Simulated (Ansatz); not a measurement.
InAs:
```yaml
crystal:
  lattice:
    - [3.50586, 0.00000, 0.00000]
    - [0.00000, 3.50586, 0.00000]
    - [0.00000, 0.00000, 3.50586]
  atoms:
    - { symbol: In, position: [0.00000, 0.00000, 0.00000] }
    - { symbol: As, position: [0.50000, 0.50000, 0.50000] }
```

Relaxed with PBEsol. Special points in fractions of this cell's reciprocal vectors: Γ (0.000, 0.000, 0.000); X (0.000, 0.500, 0.000); M (0.500, 0.500, 0.000); R (0.500, 0.500, 0.500).

Q: List the band energies nearest the Fermi level at these points for plane-wave PAW PBEsol (Ansatz code).

A: In eV from the Fermi level; about four levels below and three above (degenerate sets whole), none deeper than 8.9 eV; … stands for higher levels left out; points with the same levels are listed once.

| k | below | above |
|---|---|---|
| Γ | -2.18 -0.82 -0.82 -0.82 | 4.86 4.86 … |
| X | -7.60 | 1.00 1.00 2.20 |
| M | -4.90 -4.90 -3.94 | 1.49 6.56 6.56 |
| R | -1.20 -0.28 -0.28 -0.28 | … |

Space group Pm-3m (CsCl type). A made-up cell: these elements were put on the sites of a structure type; neither database checked (COD, Materials Project) lists it. It is not the phase usual at ambient conditions (space group No. 216). The cell was relaxed with PBEsol under the symmetry of its start; its stability against distortions is not shown here. Scalar-relativistic: spin–orbit coupling is off unless named, which matters more the heavier the elements.

Potentials: the earlier of the program's two PAW sets. The files were generated under PBE; for other functionals the program regenerates the frozen cores, and for LDA and PBEsol the local potential too.
